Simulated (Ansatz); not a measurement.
SnSe2 in the CdI2-type structure: an Ansatz output whose functional has been blanked. The cell was relaxed with r2SCAN+rVV10 and then strained (isotropic -3.0 % on every length), with the atoms relaxed again with r2SCAN+rVV10; k points keep the names of the unstrained zone.

```
Sn Se
1.0
     3.71039    0.00000    0.00000
    -1.85520    3.21330    0.00000
     0.00000    0.00000    6.04027
Sn Se
1 2
Direct
  0.00000 0.00000 0.00000
  0.33333 0.66667 0.26513
  0.66667 0.33333 0.73487
```

```
scf.n_extra_bands = 4 over 23 filled bands (N_el = 46.0): the run solves 27 bands
Pseudopotential: Sn, paw, valence charge 14, recommended cutoff 420 eV
Pseudopotential: Se, paw, valence charge 16, recommended cutoff 420 eV
Crystal: 3 atoms, lattice volume = 72.016 Å³
Basis set: ecut = 420 eV, 1389 PW (Γ)
Symmetry: 12 space group operations
Space group: P-3m1 (ITA 164)
k-points: 69 of 576
preconditioner: auto → Resta (q_TF=auto, 2.532 Å⁻¹)  ε∞=3.0  [insulator: Δε(μ)=0.647 eV  σ=0.020 eV  ℏωp=22.3 eV]
SCF converged after 6 iterations
Free energy (F): -16963.174706 eV
Fermi energy:    9.590506 eV
--- Per-component energies (eV) ---
  E_band       = -812.980110
  E_kinetic    = 427.640417
  E_local      = -5718.095085
  E_nonlocal   = -1222.404098
  E_hartree    = 2958.825321
  E_xc         = -591.111623
  E_vxc        = -293.077259
  E_paw        = -7963.709451
  E_vpaw       = 75.307533
  E_ewald      = -4854.319004
--- Forces (eV/Å), atoms counted from 1 ---
  atom   1  Sn      0.00000      0.00000      0.00000
  atom   2  Se      0.00000      0.00000      0.31625
  atom   3  Se      0.00000      0.00000    -0.31625
--- Stress (GPa, compression-positive) ---
        8.456549       0.000000       0.000000
        0.000000       8.456549       0.000000
        0.000000       0.000000       5.781281
  P = ⅓ Tr σ = 7.5648 GPa (75.648 kbar)
--- Band table (eV; the first three rows and the last of 69) ---
  k-point 0: bands = […, 2.4961, 8.7462, 8.7462, 8.9472, 8.9472, 9.0095, 10.5080, 12.5443, 14.1169, 14.1169]
  k-point 1: bands = […, 3.0461, 7.6401, 8.6423, 8.6423, 9.0943, 9.0943, 11.5353, 12.5605, 13.9288, 13.9288]
  k-point 2: bands = […, 3.7988, 6.4864, 8.5838, 8.5838, 9.1981, 9.1981, 12.2454, 12.4639, 13.7534, 13.7534]
  k-point 68: bands = […, 1.8149, 4.7059, 4.7059, 5.1576, 8.7397, 8.7397, 11.6577, 13.3957, 13.3957, 15.0453]
```

The file bands.tsv (bands near the Fermi energy, numbered from 0, rounded):
```tsv
# k_distance	band_18	band_19	band_20	band_21	band_22	band_23	band_24	band_25	band_26
# fermi_ev = 9.590506
# [0, 0, 0] at k_distance = 0.000000
# [0.5, 0, 0] at k_distance = 0.977685
# [0.3333333333, 0.3333333333, 0] at k_distance = 1.542152
# [0, 0, 0.5] at k_distance = 2.785134
# [0.5, 0, 0.5] at k_distance = 3.762820
# [0.3333333333, 0.3333333333, 0.5] at k_distance = 4.327286
# [0, 0.138021, -0.15625] at k_distance = 5.461133
# [0, 0.447917, 0.354167] at k_distance = 6.266795
# levels_relative_to = fermi_ev
0.000	-0.844	-0.844	-0.643	-0.643	-0.581	0.917	2.954	4.526	4.526
0.978	-5.045	-3.818	-2.957	-2.146	-0.621	0.979	3.351	4.649	4.804
1.542	-4.149	-4.149	-3.898	-2.429	-2.429	0.526	6.001	6.001	7.081
2.785	-3.104	-1.007	-1.007	-0.392	-0.392	2.655	2.873	4.163	4.163
3.763	-5.681	-2.682	-2.575	-1.454	-1.214	0.313	3.462	4.265	5.216
4.327	-4.885	-4.885	-4.433	-0.851	-0.851	2.067	3.805	3.805	5.455
5.461	-2.653	-1.947	-1.586	-0.558	-0.297	2.308	3.477	4.470	4.616
6.267	-5.410	-2.817	-2.708	-1.544	-1.089	0.140	3.833	4.660	5.346
```
In order the rows are Γ, M, K, A, L, H, (0, 0.138, -0.156), (0, 0.448, 0.354).

Problem. Which level of theory was used?
A. r2SCAN
B. LDA
C. PBE
D. r2SCANh

Solution. C. PBE. There is no exchange loop, so no exact exchange. With PBE the valence top lies at k = (0, 0.138, -0.156) and the conduction bottom at k = (0, 0.448, 0.354), 0.44 eV higher; the smallest vertical gap, at k = (0, 0.417, 1/4), is 1.22 eV. Within one family of functionals the choice rests on the size of the gap and stress, not on a line of the log.

Command: `ansatz run input.yaml --threads 2 --pin off --max-ram 29491MiB --backend cpu --events-out ev --progress --plain --runs-dir out`. It took 2.8 s on 2 threads of AMD EPYC 7R13 Processor (Zen 3) (shared host), load about 0.7 per core; peak host memory 0.55 GiB.

The values are computed, spin-unpolarised, and not measurements.

Spin-orbit coupling is left out, which matters wherever the heavy atoms make up the band edges.
